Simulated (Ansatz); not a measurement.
Mo$_{2}$N:
```
Mo2N
1.0
    2.97389     0.00000     0.00000
    0.00000     2.97389     0.00000
    0.00000     0.00000     4.17394
Mo N
2 1
Direct
  0.00000   0.00000   0.00000
  0.50000   0.50000   0.50000
  0.50000   0.50000   0.00000
```

Relaxed with PBE. Special points in fractions of this cell's reciprocal vectors: Γ (0.000, 0.000, 0.000); X (0.000, 0.500, 0.000); M (0.500, 0.500, 0.000); Z (0.000, 0.000, 0.500); R (0.000, 0.500, 0.500); A (0.500, 0.500, 0.500).

**Question.** List the band energies nearest the Fermi level at these points for PBE (plane waves, PAW; program Ansatz).

**Answer.** In eV from the Fermi level; about four levels below and three above (degenerate sets whole), none deeper than 8.9 eV; points with the same levels are listed once.

```
k                          below                above
-  -----------------------------  -------------------
Γ        -1.81 -1.81 -1.60 -0.30  0.23 2.26 2.84 2.84
X        -6.02 -2.80 -2.70 -2.41       0.02 0.34 0.38
M        -4.83 -4.83 -4.62 -3.88       1.52 2.20 2.22
Z        -0.76 -0.20 -0.20 -0.02       1.84 1.87 1.87
R        -7.69 -3.44 -2.49 -1.50       0.41 1.18 1.70
A  -6.21 -6.21 -3.29 -2.90 -2.90       0.28 0.54 0.54
```

Space group P4/mmm. The cell is a constructed one: a structure type filled with these elements; neither database checked (COD, Materials Project) lists it. COD files the formula under space group No. 141, so this cell is another polymorph or a model. Whether it is the stable phase at ambient conditions was not checked. The PBE relaxation kept the symmetry of its start; whether a distortion lowers the energy is not shown. No spin polarisation was allowed. With an odd number of electrons in the cell and no spin polarisation, the count alone makes it a metal. Spin–orbit coupling is left out wherever it is not named.

Potentials: the later of the program's two PAW sets.
